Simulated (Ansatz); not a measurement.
The relaxed structure here is a generated cell of VSi2: the first start was made by placing the elements on the sites of a structure type, and the end was not matched to a known phase here, so it may be hypothetical.

One stationary structure of VSi$_{2}$. All values below come from PBEsol (plane waves to 420 eV, PAW, scalar-relativistic; Ansatz, a quantum-chemistry and plane-wave program).

```cif
data_Si6V3
_chemical_formula_sum 'Si6 V3'
_space_group_name_H-M_alt 'P 1'
_space_group_IT_number 1
_cell_length_a 6.63808
_cell_length_b 6.63808
_cell_length_c 3.23393
_cell_angle_alpha 90.000
_cell_angle_beta 90.000
_cell_angle_gamma 120.000
loop_
_space_group_symop_operation_xyz
  'x, y, z'
loop_
_atom_site_label
_atom_site_type_symbol
_atom_site_fract_x
_atom_site_fract_y
_atom_site_fract_z
_atom_site_occupancy
Si1 Si 0.26739 0.00000 0.00000 1
Si2 Si 0.00000 0.26739 0.00000 1
Si3 Si 0.73261 0.73261 0.00000 1
Si4 Si 0.62489 0.00000 0.50000 1
Si5 Si 0.00000 0.62489 0.50000 1
Si6 Si 0.37511 0.37511 0.50000 1
V1 V 0.00000 0.00000 0.50000 1
V2 V 0.33333 0.66667 0.00000 1
V3 V 0.66667 0.33333 0.00000 1
```

Problem. Determine the symmetry and give the standard cell with its independent sites.

Solution. Space group P-62m (No. 189); a = b = 6.6381 Å, c = 3.2339 Å, α = β = 90.00°, γ = 120.00°

```
atom  site  symmetry       x       y       z
----  ----  --------  ------  ------  ------
Si      3f       m2m  0.0000  0.2674  0.0000
Si      3g       m2m  0.3751  0.3751  0.5000
V       1b      -62m  0.0000  0.0000  0.5000
V       2c      -6..  0.3333  0.6667  0.0000
```

Problem. Give the shortest distances between elements (the closest pairs, up to four, under 3.6 Å).

Solution. Si–V 2.40 Å; Si–Si 2.75 Å; V–V 3.23 Å.

The volume per atom is 13.71 Å³, the band gap is no gap (metallic) and the magnetic moment is zero (the starting moments vanished).

No spin polarisation in the result: the starting moments vanished. The relaxed primitive cell holds an odd number of electrons. A magnetic state may lie lower.

The run could not lose the symmetry of its start: the end is stationary, and may be a saddle point rather than a minimum.
